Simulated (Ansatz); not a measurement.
Ansatz (a program for electronic structure) input:

Ansatz 0.2 input:
```yaml
crystal:
  lattice:
    - [0.0, 2.2682053415, 2.2682053415]
    - [2.2682053415, 0.0, 2.2682053415]
    - [2.2682053415, 2.2682053415, 0.0]
  atoms:
    - { symbol: B, position: [0.0, 0.0, 0.0] }
    - { symbol: P, position: [0.75, 0.75, 0.75] }
kpoints:
  mp_grid: { grid: [10, 10, 10] }
hamiltonian:
  xc: r2scan
  pseudopotentials: { azcp: { folder: ./paw }, kind: paw }
scf:
  occupations: { method: fixed }
phonons:
  method: dfpt
  response_accuracy: low
  eigenvectors: true
  rigid_motions: translations
  dielectric: true
  raman: true
```

Output (shortened):

```
Pseudopotential: B, paw, valence charge 3
Pseudopotential: P, paw, valence charge 5
Functional definition: r2SCAN
Crystal: 2 atoms, lattice volume = 23.339 Å³
Basis set: ecut = 500 eV, 609 PW (Γ), exchange–correlation on 120×120×120 points (125 copies of the dense FFT grid, shifted against one another)
Bands: 8, of which v1, the nominal top of the filled ones, is band 4 counted from 1 (3 counted from 0)
Symmetry: 24 space group operations
k-points: 171 of 1000 (irreducible under 4 space group operations, time reversal used)
SCF iter   1: F=—  HF=-917.082512 eV  |F-HF|=—  |Δ(HF+E_count)|=         —  Δρ=8.65e-2  dr2=1.88e0  dr2_τ=2.14e-1  ethr=3.10e-3  ⟨swp⟩=5.2  Hψ=10010  notcnv=0  defer=323
preconditioner: auto → none
SCF iter   2: F=—  HF=-916.681397 eV  |F-HF|=—  |Δ(HF+E_count)|=   4.01e-1  Δρ=3.09e-2  dr2=1.53e-1  dr2_τ=1.34e-2  ethr=3.10e-3  ⟨swp⟩=2.2  Hψ=3746  notcnv=0  defer=259
SCF iter   3: F=—  HF=-916.686471 eV  |F-HF|=—  |Δ(HF+E_count)|=   5.07e-3  Δρ=1.11e-2  dr2=1.79e-2  dr2_τ=1.06e-3  ethr=1.91e-3  ⟨swp⟩=2.0  Hψ=1731  notcnv=0  defer=321
SCF iter   4: F=—  HF=-916.688103 eV  |F-HF|=—  |Δ(HF+E_count)|=   1.63e-3  Δρ=1.46e-3  dr2=2.78e-4  dr2_τ=1.37e-5  ethr=2.23e-4  ⟨swp⟩=3.0  Hψ=2371  notcnv=0  defer=327
SCF iter   5: F=—  HF=-916.688182 eV  |F-HF|=—  |Δ(HF+E_count)|=   7.87e-5  Δρ=1.14e-4  dr2=3.09e-6  dr2_τ=1.22e-7  ethr=3.48e-6  ⟨swp⟩=2.6  Hψ=2338  notcnv=0  defer=331
SCF iter   6: F=—  HF=-916.688182 eV  |F-HF|=—  |Δ(HF+E_count)|=   7.52e-7  Δρ=1.15e-5  dr2=1.23e-8  dr2_τ=7.77e-10  ethr=3.86e-8  ⟨swp⟩=2.1  Hψ=1938  notcnv=0  defer=287
SCF iter   7: F=—  HF=-916.688182 eV  |F-HF|=—  |Δ(HF+E_count)|=   1.55e-7  Δρ=1.03e-6  dr2=2.83e-10  dr2_τ=4.89e-12  ethr=1.53e-10  ⟨swp⟩=2.4  Hψ=2207  notcnv=0  defer=233
SCF iter   8: F=-916.688182 eV  HF=-916.688182 eV  |F-HF|=1.71e-12  |Δ(HF+E_count)|=  2.19e-11  Δρ=1.35e-7  dr2=4.05e-12  dr2_τ=2.97e-13  ethr=1.25e-12  ⟨swp⟩=10.0  Hψ=10079  notcnv=0
SCF 1 converged in 8 iterations: F = -916.688182 eV  dr2 = 4.05e-12
NSCF: frozen V_eff on 2 k-points
DFPT response loops at Γ: preconditioner auto → none (the input reference at scf.mixing.eps_inf says where Resta's filter doesn't serve); β = 0.50 …
── the response to a field inside a basis, on 10×10×10 k-points: an SCF that follows is theirs, and a resumed run solves both again ──
Crystal: 2 atoms, lattice volume = 23.339 Å³
Bands: 5, of which v1, the nominal top of the filled ones, is band 4 counted from 1 (3 counted from 0)
k-points: 110
SCF iter   1: F=—  HF=-916.687497 eV  |F-HF|=—  |Δ(HF+E_count)|=         —  Δρ=8.63e-5  dr2=3.28e-7  dr2_τ=3.64e-7  ethr=1.00e-1
preconditioner: auto → none
SCF iter   2: F=—  HF=-916.687498 eV  |F-HF|=—  |Δ(HF+E_count)|=   1.15e-6  Δρ=4.43e-5  dr2=7.82e-8  dr2_τ=6.62e-8  ethr=4.10e-9
SCF iter   3: F=—  HF=-916.687499 eV  |F-HF|=—  |Δ(HF+E_count)|=   4.12e-7  Δρ=4.14e-6  dr2=1.91e-9  dr2_τ=3.50e-10  ethr=9.78e-10
SCF iter   4: F=—  HF=-916.687499 eV  |F-HF|=—  |Δ(HF+E_count)|=   7.90e-9  Δρ=9.27e-7  dr2=1.66e-10  dr2_τ=1.03e-11  ethr=2.39e-11
SCF iter   5: F=-916.687499 eV  HF=-916.687499 eV  |F-HF|=2.05e-12  |Δ(HF+E_count)|=   1.10e-9  Δρ=1.21e-7  dr2=1.35e-12  dr2_τ=7.91e-14  ethr=2.08e-12
SCF 1 converged in 5 iterations: F = -916.687499 eV  dr2 = 1.35e-12
DFPT response loops at Γ: mixed as the last ones told, above
DFPT response loops at Γ: mixed as the last ones told, above
SCF converged after 8 iterations
Free energy (F): -916.688182 eV
Harris-Foulkes:  -916.688182 eV  (|F-HF|=1.71e-12)
Internal energy: -916.688182 eV  (E = F + TS)
E sigma→0 (E₀):  -916.688182 eV
Fermi energy:    9.227147 eV
--- Per-component energies (eV) ---
  E_band       = 18.983749
  E_kinetic    = 120.755338
  E_local      = -60.548673  (includes V_loc(G=0)·N_el)
  E_nonlocal   = 38.844287
  E_hartree    = 17.126744
  E_xc         = -101.538111
  E_vxc        = -109.034384  (∫ρ·V_xc dr)
  E_paw        = -645.626944  (= ΣΔE_a)
  E_vpaw       = -10.228798  (= ΣTr[D̂ρ^β])
  E_aug_tail   = 0.000000  (compensation charges beyond the density's cutoff)
  E_vtau       = 4.942488  (kinetic-family band-sum trace: ∫τ·v_τ [+ j·A + Jᵃ·Aᵃ] dr)
  E_ewald      = -285.591539
  E_core_change = -0.109284  (= ΣΔE_core)
  E_smearing   =  0.000000  (= −TS)
  E_closure    =  0.000000  (closes the sum)
  Σ components = -916.688182   (vs F -916.688182, Δ=0.00e0)
  [band-id]    e_kinetic+e_local+e_nonlocal+2·e_hartree+e_vxc+e_vpaw+e_augmentation_tail+e_vtau = 18.983747   (vs E_band 18.983749, Δ=-2.09e-6)
--- Band table (eV; the first three rows and the last of 171) ---
  k-point 0: bands = ["-7.0595", "9.2271", "9.2271", "9.2271", "12.8258", "12.8258", "12.8258", "17.2142"]
  k-point 1: bands = ["-6.8699", "7.8497", "8.9130", "8.9130", "13.2607", "13.2607", "13.3217", "17.7561"]
  k-point 2: bands = ["-6.3087", "5.3801", "8.3174", "8.3174", "13.5732", "14.0259", "14.0259", "19.0057"]
  k-point 170: bands = ["-1.9548", "0.7085", "3.0398", "4.3182", "14.5049", "15.8041", "17.5461", "18.0933"]
--- Phonons (Γ-DFPT): 2 representative perturbations + reference, on 171 of 1000 k-points (Σ response iterations 9) ---
  ASR residual: 4.564e-4 → 0.000e0 eV/Å²; symmetrization residual: 3.653e-6 eV/Å²
  ASR residual per site (eV/Å²): 4.56e-4 3.32e-4
  Γ frequencies (cm⁻¹): 0.00 0.00 0.00 818.55 818.55 818.55
  ε∞ (high-frequency dielectric tensor):
        8.742855     0.000000     0.000000
        0.000000     8.742855     0.000000
        0.000000     0.000000     8.742855
  ε⁰ (static dielectric tensor: ions relaxed, cell fixed):
        8.826287     0.000000     0.000000
        0.000000     8.826287     0.000000
        0.000000     0.000000     8.826287
  ε⁰ − ε∞ (ionic part):
        0.083432     0.000000     0.000000
        0.000000     0.083432     0.000000
        0.000000     0.000000     0.083432
  softest optical mode at Γ: 818.55 cm⁻¹; the repairs (sum rule, projections) moved no ω² at Γ by more than (3.47 cm⁻¹)²
  Born effective charges Z* (e; rows j = field, columns β = displacement):
    site 0:
        -0.46094    0.00000    0.00000
         0.00000   -0.46094    0.00000
         0.00000    0.00000   -0.46094
    site 1:
         0.46094    0.00000    0.00000
         0.00000    0.46094    0.00000
         0.00000    0.00000    0.46094
  Z* charge neutrality: 2.771e-4 e pre-enforcement
  solved inside a basis spanned on kpoints, on 10×10×10 k-points transformed towards the longest dipole …
  Raman tensors (in the event stream and the table raman_tensors.tsv) …
  optical modes at Γ without the LO–TO term, one row a degenerate level:
      ω (cm⁻¹)  modes    IR ((D/Å)²/amu)  static Raman (Å⁴/amu)  depolarisation
        818.55      3             1.8351               813.7254           0.750
  optical modes at Γ + LO–TO along q̂ = [1.0000, 0.0000, 0.0000]:
      ω (cm⁻¹)  modes    IR ((D/Å)²/amu)  static Raman (Å⁴/amu)  depolarisation
        818.55      2             1.2234               542.4836           0.750
        822.44      1             0.6117               288.1702           0.750
  optical modes at Γ + LO–TO along q̂ = [0.0000, 1.0000, 0.0000]:
      ω (cm⁻¹)  modes    IR ((D/Å)²/amu)  static Raman (Å⁴/amu)  depolarisation
        818.55      2             1.2234               542.4836           0.750
        822.44      1             0.6117               288.1702           0.750
  optical modes at Γ + LO–TO along q̂ = [0.0000, 0.0000, 1.0000]:
      ω (cm⁻¹)  modes    IR ((D/Å)²/amu)  static Raman (Å⁴/amu)  depolarisation
        818.55      2             1.2234               542.4836           0.750
        822.44      1             0.6117               288.1702           0.750
```

Cost: about 2.2 core-minutes (a rough figure) on shared cores.

Space group F-43m (zinc blende). Symmetry was held in the r²SCAN relaxation; phonons on a q-mesh show no instability.

Potentials: the earlier of the program's two PAW sets.

Ansatz is a plane-wave DFT program.
